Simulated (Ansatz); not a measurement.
Space group I-42d (No. 122). a = 5.944 Å, b = 5.944 Å, c = 11.304 Å, α = 90.00°, β = 90.00°, γ = 90.00°
| atom | site | symmetry | x | y | z |
| --- | --- | --- | --- | --- | --- |
| Cd | 4b | -4.. | 0.5000 | 0.0000 | 0.2500 |
| Ge | 4a | -4.. | 0.0000 | 0.0000 | 0.0000 |
| As | 8d | .2. | 0.2246 | 0.7500 | 0.1250 |

Equation of state of this CdGeAs₂ structure (not necessarily the ground state), with shape and atoms relaxed at each volume where symmetry leaves them free. All numbers below come from DFT PBEsol, scalar-relativistic, plane waves, PAW in Ansatz 0.2.0.

Settings: cutoff 420 eV, Γ-centred mesh 8×8×8 on the computed 8-atom cell, Gaussian smearing of 0.01 eV; no spin polarisation.

```tsv
V (Å³/atom)	E − E(largest V) (meV/atom)	P (GPa)	gap on mesh (eV)
22.718	5.99	7.10	0.19
23.467	-20.48	4.31	0.01
24.216	-35.05	1.98	0.14
24.965	-39.52	-0.01	0.14
25.714	-35.47	-1.68	0.13
26.463	-24.24	-3.09	0.12
27.462	0.00	-4.63	0.11
```

Question: Fit a third-order Birch–Murnaghan equation to E(V).

Answer: V0 = 24.96 Å³/atom, B0 = 61 GPa, B0' = 4.6.

Cost: 7 runs of about 29 core-minutes in all, on Arm Neoverse V2 (shared hosts).